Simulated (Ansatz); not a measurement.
Relax this structure to zero stress and force, keeping its symmetry:

```
Pb O
1.0
     5.08102    0.00000    0.00000
     0.00000    5.08102    0.00000
     0.00000    0.00000    3.44256
Pb O
2 4
Direct
  0.00000 0.00000 0.00000
  0.50000 0.50000 0.50000
  0.30801 0.30801 0.00000
  0.19199 0.80801 0.50000
  0.69199 0.69199 0.00000
  0.80801 0.19199 0.50000
```

All numbers below come from Ansatz 0.2.0, DFT PBE, scalar-relativistic, plane waves, PAW.

Settings: cutoff 420 eV, Γ-centred mesh 8×8×10 on the computed 6-atom cell, Gaussian smearing of 0.10 eV; no spin polarisation.

Question: What does it relax to?

Answer: The volume rises by 0.01 Å³/atom to 14.82 Å³/atom, and the energy changes by under 0.1 meV/atom. Final structure:
```xyz
6
Lattice="5.0820 0.0000 0.0000 0.0000 5.0820 0.0000 0.0000 0.0000 3.4428" Properties=species:S:1:pos:R:3 pbc="T T T"
Pb    0.0000    0.0000    0.0000
Pb    2.5410    2.5410    1.7214
O     1.5651    1.5651    0.0000
O     0.9759    4.1061    1.7214
O     3.5169    3.5169    0.0000
O     4.1061    0.9759    1.7214
```

Course of the relaxation (steps run on the plane waves of an earlier cell, and the basis is chosen afresh near the end, so energy and pressure can step there; trial steps that raised the energy were taken back; energies are free energies):

```csv
step,largest force component (eV/Å),P (GPa),V (Å³/atom)
1,0.002,0.05,14.81
2,0.001,-0.01,14.82
3,0.001,0.00,14.82
```

Spin–orbit coupling is left out, which can shift energies with elements as heavy as these.

Cost: 1 run of about 0.37 core-minutes, on Intel Xeon 6975P-C (Granite Rapids) (shared hosts).